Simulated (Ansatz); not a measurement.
## Structures of Ta₃Ru: which is lowest?

Plane-wave DFT in Ansatz with scalar-relativistic PAW potentials, cutoff 420 eV, Γ-centred meshes chosen by cell and gap, Gaussian smearing with energies taken to zero width. Every cell was relaxed (cell and atoms) in a run of its own, within the symmetry of its start. Functional: LDA.

Relaxed structures (starts from databases or built by putting these elements on another compound's sites):
A. Fm-3m, 4 atoms in the computed cell, a = 6.344 Å; sites (symmetry × multiplicity) Ta -43m × 8 + m-3m × 4, Ru m-3m × 4; start: database
B. Cmmm, 4 atoms in the computed cell, a = 3.239 Å, b = 4.599 Å, c = 8.694 Å; sites (symmetry × multiplicity) Ta mm2 × 4 + mmm × 2, Ru mmm × 2; start: database

Problem. Rank them by energy. Could pressure change the order?

Solution.
```tsv
structure	group	E − E(lowest) (meV/atom)	V (Å³/atom)	gap on mesh (eV)
A	Fm-3m	0.0	15.96	0.00
B	Cmmm	130	16.19	0.00
```

A is lowest, 130 meV/atom under B. The lowest is also the densest of these, so pressure wouldn't bring one of the others in at first order. Other structures may lie lower than all of these, and vibrations aren't counted.

Spin-orbit coupling is left out, which matters for the bands of heavy elements.